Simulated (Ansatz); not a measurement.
Input file for Ansatz (a first-principles code):

Ansatz 0.2 input:
```yaml
crystal:
  lattice:
    - [7.0804325391, 0.0, 0.0]
    - [-3.5402162696, 6.1318344487, 0.0]
    - [0.0, 0.0, 5.2403540755]
  atoms:
    - { symbol: W, position: [0.0, 0.0, 0.0] }
    - { symbol: Si, position: [0.3337986678, 0.0, 0.7346688505] }
    - { symbol: Si, position: [0.3337986678, 0.0, 0.2653311495] }
    - { symbol: Si, position: [0.3337986678, 0.3337986678, 0.7346688505] }
    - { symbol: Si, position: [0.3337986678, 0.3337986678, 0.2653311495] }
    - { symbol: Si, position: [0.0, 0.3337986678, 0.7346688505] }
    - { symbol: Si, position: [0.0, 0.3337986678, 0.2653311495] }
    - { symbol: Si, position: [0.6662013322, 0.0, 0.7346688505] }
    - { symbol: Si, position: [0.6662013322, 0.0, 0.2653311495] }
    - { symbol: Si, position: [0.6662013322, 0.6662013322, 0.7346688505] }
    - { symbol: Si, position: [0.6662013322, 0.6662013322, 0.2653311495] }
    - { symbol: Si, position: [0.0, 0.6662013322, 0.7346688505] }
    - { symbol: Si, position: [0.0, 0.6662013322, 0.2653311495] }
kpoints:
  mp_grid: { grid: [5, 5, 6] }
  band_path:
    path:
      - [[0.0, 0.0, 0.0], [0.5, 0.0, 0.0], [0.3333333333, 0.3333333333, 0.0], [0.0, 0.0, 0.0], [0.0, 0.0, 0.5], [0.5, 0.0, 0.5], [0.3333333333, 0.3333333333, 0.5], [0.0, 0.0, 0.5]]  # Γ-M-K-Γ-A-L-H-A
      - [[0.5, 0.0, 0.5], [0.5, 0.0, 0.0]]  # L-M
      - [[0.3333333333, 0.3333333333, 0.5], [0.3333333333, 0.3333333333, 0.0]]  # H-K
    npoints: 8
hamiltonian:
  xc: r2scan
  dispersion: d4
  pseudopotentials: { azcp: { folder: ./paw }, kind: paw_fr }
magnetization: { noncollinear: true, spin_orbit: true }
scf:
  n_extra_bands: 26
  convergence: { dr2_threshold: 0.0000000001 }
  occupations: { method: gaussian, width: 0.05 }
output: { eigenvalues: true }
```

Output (shortened):

```
Pseudopotentials: kind: paw_fr
Pseudopotential: W, paw, valence charge 14
Pseudopotential: Si, paw, valence charge 4
Functional definition: r2SCAN
non-collinear run that drives no moment, with spin-orbit …
Crystal: 13 atoms, lattice volume = 227.515 Å³
Basis set: ecut = 500 eV, 5773 PW (Γ), exchange–correlation on 216×216×160 points (64 copies of the dense FFT grid, shifted against one another)
Bands: 88, of which v1, the nominal top of the filled ones, is band 62 counted from 1 (61 counted from 0)
Symmetry: 24 space group operations + 24 with time reversal
k-points: 20 of 150
Projection manifold: j_resolved (fully-relativistic pseudo-atomic orbitals)
PAW frozen core: W, regenerated for the run's functional
PAW frozen core: Si, regenerated for the run's functional
Initial density: superposition of atomic densities (chi_scale 0.1, normalization cell, long waves kept (reshape's long-wave potential 0.03 eV rms))
Initial wavefunctions: pseudopotential atomic-orbital guess
Eigensolver: davidson
Functional: x = r2scan, c = r2scan; τ floored in thin density (d = 2e-4 eV/Å³)
SCF iter   1: F=—  HF=-18037.358366 eV  |F-HF|=—  |Δ(HF+E_count)|=         —  Δρ=5.35e-2  dr2=1.36e1  dr2_τ=1.22e-1  dr2_m=0.00e0 (ungated)  ethr=3.10e-3  |M|=0.00e0 ∫|m|=0.00e0 μB  |m|>n=0.0e0 m-floor=0.0e0 τ_xc=0.0e0  β_m=0.30  ⟨swp⟩=7.0  Hψ=5139  notcnv=0  defer=94
all-band conjugate gradients solve this SCF's bands
preconditioner: auto → Resta (q_TF=auto, 2.197 Å⁻¹)
spin=Noncollinear: Resta preconditioning applied to the charge; magnetization (m_x, m_y, m_z) channels mix plain (no charge-response kernel on spin).
SCF iter   2: F=—  HF=-18036.148853 eV  |F-HF|=—  |Δ(HF+E_count)|=    1.21e0  Δρ=2.81e-2  dr2=1.75e0  dr2_τ=8.38e-2  dr2_m=0.00e0 (ungated)  ethr=3.10e-3  |M|=0.00e0 ∫|m|=0.00e0 μB  |m|>n=0.0e0 m-floor=0.0e0 τ_xc=0.0e0  β_m=0.36  ⟨swp⟩=3.0  Hψ=1736  notcnv=0  defer=380
preconditioner: auto → Kerker (q_TF=auto, 2.197 Å⁻¹)
spin=Noncollinear: Kerker preconditioning applied to the charge; magnetization (m_x, m_y, m_z) channels mix plain (no charge-response kernel on spin).
SCF iter   3: F=—  HF=-18036.234625 eV  |F-HF|=—  |Δ(HF+E_count)|=   8.58e-2  Δρ=1.97e-2  dr2=9.35e-1  dr2_τ=6.62e-4  dr2_m=0.00e0 (ungated)  ethr=2.83e-3  |M|=0.00e0 ∫|m|=0.00e0 μB  |m|>n=0.0e0 m-floor=0.0e0 τ_xc=0.0e0  β_m=0.68  ⟨swp⟩=1.1  Hψ=758  notcnv=0  defer=376
SCF iter   4: F=—  HF=-18036.244453 eV  |F-HF|=—  |Δ(HF+E_count)|=   9.83e-3  Δρ=2.78e-3  dr2=5.92e-2  dr2_τ=3.17e-4  dr2_m=0.00e0 (ungated)  ethr=1.51e-3  |M|=0.00e0 ∫|m|=0.00e0 μB  |m|>n=0.0e0 m-floor=0.0e0 τ_xc=0.0e0  β_m=0.84  ⟨swp⟩=3.0  Hψ=1246  notcnv=0  defer=376
SCF iter   5: F=—  HF=-18036.243112 eV  |F-HF|=—  |Δ(HF+E_count)|=   1.34e-3  Δρ=1.13e-3  dr2=6.84e-3  dr2_τ=6.08e-5  dr2_m=0.00e0 (ungated)  ethr=9.55e-5  |M|=0.00e0 ∫|m|=0.00e0 μB  |m|>n=0.0e0 m-floor=0.0e0 τ_xc=0.0e0  β_m=0.92  ⟨swp⟩=2.3  Hψ=1052  notcnv=0  defer=376
SCF iter   6: F=—  HF=-18036.243387 eV  |F-HF|=—  |Δ(HF+E_count)|=   2.74e-4  Δρ=3.51e-4  dr2=6.39e-4  dr2_τ=7.22e-6  dr2_m=0.00e0 (ungated)  ethr=1.10e-5  |M|=0.00e0 ∫|m|=0.00e0 μB  |m|>n=0.0e0 m-floor=0.0e0 τ_xc=0.0e0  β_m=0.96  ⟨swp⟩=2.8  Hψ=1188  notcnv=0  defer=366
SCF iter   7: F=—  HF=-18036.243431 eV  |F-HF|=—  |Δ(HF+E_count)|=   4.39e-5  Δρ=8.53e-5  dr2=4.13e-5  dr2_τ=7.81e-7  dr2_m=0.00e0 (ungated)  ethr=1.03e-6  |M|=0.00e0 ∫|m|=0.00e0 μB  |m|>n=0.0e0 m-floor=0.0e0 τ_xc=0.0e0  β_m=0.98  ⟨swp⟩=2.8  Hψ=1286  notcnv=0  defer=366
SCF iter   8: F=—  HF=-18036.243421 eV  |F-HF|=—  |Δ(HF+E_count)|=   9.35e-6  Δρ=2.71e-5  dr2=4.88e-6  dr2_τ=1.02e-7  dr2_m=0.00e0 (ungated)  ethr=6.65e-8  |M|=0.00e0 ∫|m|=0.00e0 μB  |m|>n=0.0e0 m-floor=0.0e0 τ_xc=0.0e0  β_m=0.99  ⟨swp⟩=2.4  Hψ=1120  notcnv=0  defer=366
SCF iter  12: F=-18036.243383 eV  HF=-18036.243383 eV  |F-HF|=1.09e-11  |Δ(HF+E_count)|=  1.46e-11  Δρ=7.39e-8  dr2=2.31e-11  dr2_τ=2.37e-13  dr2_m=0.00e0 (ungated)  ethr=1.00e-12  |M|=0.00e0 ∫|m|=0.00e0 μB  |m|>n=0.0e0 m-floor=0.0e0 τ_xc=0.0e0  ⟨swp⟩=14.0  Hψ=4838  notcnv=0
SCF 1 converged in 12 iterations: F = -18036.243383 eV  dr2 = 2.31e-11
NSCF: frozen V_eff on 75 k-points
SCF converged after 12 iterations
Magnetization: |M| = 0.0000 μB,  M = (+0.0000, +0.0000, +0.0000) μB
Absolute magnetization: 0.0000 μB (∫|m|)
  site 0: m = (+0.0000, +0.0000, +0.0000) μB, |m| = 0.0000 μB  (R = 1.13 Å)
  site 1: m = (+0.0000, +0.0000, +0.0000) μB, |m| = 0.0000 μB  (R = 0.97 Å)
  site 2: m = (+0.0000, +0.0000, +0.0000) μB, |m| = 0.0000 μB  (R = 0.97 Å)
  site 3: m = (+0.0000, +0.0000, +0.0000) μB, |m| = 0.0000 μB  (R = 0.97 Å)
  site 4: m = (+0.0000, +0.0000, +0.0000) μB, |m| = 0.0000 μB  (R = 0.97 Å)
  site 5: m = (+0.0000, +0.0000, +0.0000) μB, |m| = 0.0000 μB  (R = 0.97 Å)
  site 6: m = (+0.0000, +0.0000, +0.0000) μB, |m| = 0.0000 μB  (R = 0.97 Å)
  site 7: m = (+0.0000, +0.0000, +0.0000) μB, |m| = 0.0000 μB  (R = 0.97 Å)
  site 8: m = (+0.0000, +0.0000, +0.0000) μB, |m| = 0.0000 μB  (R = 0.97 Å)
  site 9: m = (+0.0000, +0.0000, +0.0000) μB, |m| = 0.0000 μB  (R = 0.97 Å)
  site 10: m = (+0.0000, +0.0000, +0.0000) μB, |m| = 0.0000 μB  (R = 0.97 Å)
  site 11: m = (+0.0000, +0.0000, +0.0000) μB, |m| = 0.0000 μB  (R = 0.97 Å)
  site 12: m = (+0.0000, +0.0000, +0.0000) μB, |m| = 0.0000 μB  (R = 0.97 Å)
Free energy (F): -18036.243383 eV
Harris-Foulkes:  -18036.243383 eV  (|F-HF|=1.09e-11)
Internal energy: -18036.232852 eV  (E = F + TS)
E sigma→0 (E₀):  -18036.238118 eV
Entropy (-TS):   -0.010531 eV (-0.810 meV/atom)
Fermi energy:    8.990447 eV
--- Per-component energies (eV) ---
  E_band       = -148.327563
  E_kinetic    = 920.489493
  E_local      = -1868.157264  (includes V_loc(G=0)·N_el)
  E_nonlocal   = 235.616495
  E_hartree    = 790.418661
  E_xc         = -886.146978
  E_vxc        = -869.679811  (∫ρ·V_xc dr)
  E_paw        = -14795.534318  (= ΣΔE_a)
  E_vpaw       = -185.884265  (= ΣTr[D̂ρ^β])
  E_aug_tail   = 0.000243  (compensation charges beyond the density's cutoff)
  E_vtau       = 38.450120  (kinetic-family band-sum trace: ∫τ·v_τ [+ j·A + Jᵃ·Aᵃ] dr)
  E_ewald      = -2429.586116
  E_disp       = -1.806152  (pairwise vdW)
  E_core_change = -1.526915  (= ΣΔE_core)
  E_smearing   = -0.010531  (= −TS)
  E_closure    = 0.000000  (closes the sum)
  Σ components = -18036.243383   (vs F -18036.243383, Δ=0.00e0)
  [band-id]    e_kinetic+e_local+e_nonlocal+2·e_hartree+e_vxc+e_vpaw+e_augmentation_tail+e_vtau = -148.327667   (vs E_band -148.327563, Δ=-1.04e-4)
--- Band table (eV; the first three rows and the last of 20) ---
  k-point 0: bands = ["-67.2494", "-67.2494", "-38.0010", "-38.0010", "-28.3485", "-28.3485", "-28.3132", "-28.3132", "-4.9871", "-4.9871", "-1.9804", "-1.9804", "-1.8984", "-1.8984", "-1.8393", "-1.8393", "-1.8306", "-1.8306", "-0.4320", "-0.4320", "1.2087", "1.2087", "1.5794", "1.5794", "1.6026", "1.6026", "2.0478", "2.0478", "2.5715", "2.5715", "2.6926", "2.6926", "2.6991", "2.6991", "3.8642", "3.8642", "3.9509", "3.9509", "4.4881", "4.4881", "4.6105", "4.6105", "5.1065", "5.1065", "5.1160", "5.1160", "5.4893", "5.4893", "5.6691", "5.6691", "6.0217", "6.0217", "7.7809", "7.7809", "8.2236", "8.2236", "8.2573", "8.2573", "8.6233", "8.6233", "8.7727", "8.7727", "9.0164", "9.0164", "9.0235", "9.0235", "9.4704", "9.4704", "9.6098", "9.6098", "9.7110", "9.7110", "10.4198", "10.4198", "10.8460", "10.8460", "11.6485", "11.6485", "11.6596", "11.6596", "12.5024", "12.5024", "12.5847", "12.5847", "12.5920", "12.5920", "12.5957", "12.5957"]
  k-point 1: bands = ["-67.2494", "-67.2494", "-38.0010", "-38.0010", "-28.3485", "-28.3485", "-28.3133", "-28.3133", "-4.8340", "-4.8340", "-1.8580", "-1.8580", "-1.7808", "-1.7808", "-1.6944", "-1.6944", "-1.6858", "-1.6858", "-1.3328", "-1.3328", "1.0603", "1.0603", "1.1104", "1.1104", "1.6856", "1.6856", "1.7454", "1.7454", "1.7597", "1.7597", "2.7031", "2.7031", "2.8718", "2.8718", "4.4285", "4.4285", "4.5111", "4.5111", "4.9201", "4.9201", "5.1086", "5.1086", "5.1927", "5.1927", "5.5720", "5.5720", "5.8068", "5.8068", "5.8312", "5.8312", "5.8313", "5.8313", "7.5616", "7.5616", "7.5922", "7.5922", "7.9302", "7.9302", "8.7215", "8.7215", "8.7775", "8.7775", "9.0694", "9.0694", "9.2560", "9.2560", "9.4611", "9.4611", "9.8087", "9.8087", "9.9945", "9.9945", "11.0157", "11.0157", "11.5839", "11.5839", "11.6979", "11.6979", "11.7171", "11.7171", "12.6515", "12.6515", "12.7286", "12.7286", "12.7732", "12.7732", "12.8209", "12.8209"]
  k-point 2: bands = ["-67.2494", "-67.2494", "-38.0010", "-38.0010", "-28.3484", "-28.3484", "-28.3134", "-28.3134", "-4.3802", "-4.3802", "-2.5665", "-2.5665", "-1.5030", "-1.5030", "-1.4529", "-1.4529", "-1.2699", "-1.2699", "-1.2619", "-1.2619", "0.1717", "0.1717", "0.2655", "0.2655", "0.5488", "0.5488", "0.5631", "0.5631", "2.2169", "2.2169", "3.0824", "3.0824", "3.9375", "3.9375", "4.7084", "4.7084", "4.7262", "4.7262", "4.9037", "4.9037", "4.9952", "4.9952", "5.9696", "5.9696", "6.0898", "6.0898", "6.1999", "6.1999", "6.5418", "6.5418", "6.5669", "6.5669", "7.6780", "7.6780", "7.6841", "7.6841", "7.9275", "7.9275", "8.0411", "8.0411", "9.0563", "9.0563", "9.0970", "9.0970", "9.6140", "9.6140", "9.8176", "9.8176", "10.4159", "10.4159", "10.6229", "10.6229", "10.9086", "10.9086", "11.4502", "11.4502", "11.4848", "11.4848", "12.4298", "12.4298", "12.4572", "12.4572", "12.6051", "12.6051", "13.1008", "13.1008", "13.2755", "13.2755"]
  k-point 19: bands = ["-67.2494", "-67.2494", "-38.0011", "-38.0011", "-28.3484", "-28.3484", "-28.3135", "-28.3135", "-2.8643", "-2.8643", "-2.8612", "-2.8612", "-2.6956", "-2.6956", "-2.3127", "-2.3127", "-2.0607", "-2.0607", "-1.5646", "-1.5646", "0.5220", "0.5220", "0.8504", "0.8504", "1.6153", "1.6153", "1.6441", "1.6441", "1.6960", "1.6960", "2.2758", "2.2758", "3.9535", "3.9535", "4.5002", "4.5002", "4.9237", "4.9237", "5.0495", "5.0495", "5.1352", "5.1352", "5.6548", "5.6548", "6.4976", "6.4976", "6.7623", "6.7623", "7.1786", "7.1786", "7.4180", "7.4180", "7.4654", "7.4654", "7.9409", "7.9409", "8.1688", "8.1688", "8.3838", "8.3838", "8.4456", "8.4456", "8.6168", "8.6168", "9.0028", "9.0028", "9.3964", "9.3964", "10.4099", "10.4099", "10.6367", "10.6367", "10.6509", "10.6509", "10.8294", "10.8294", "11.1483", "11.1483", "11.2886", "11.2886", "11.4666", "11.4666", "11.7840", "11.7840", "12.1664", "12.1664", "12.3429", "12.3429"]
  band table: 88 of 88 bands, residual norms ≤ 1.0e-3 eV
```

Cost: very roughly 11 core-minutes on shared cores.

Space group P6/mmm. The start of the workflow was typed in or built on a structure type; neither database checked (COD, Materials Project) lists it. Its standing as an ambient phase is unchecked. The cell was relaxed with r²SCAN+D4 under the symmetry of its start; its stability against distortions is not shown here. The run is not spin-polarised. Its formation energy is positive at this level, so the cell may be metastable or incomplete.

Potentials: the earlier of the program's two PAW sets.

Ansatz is a plane-wave DFT program.
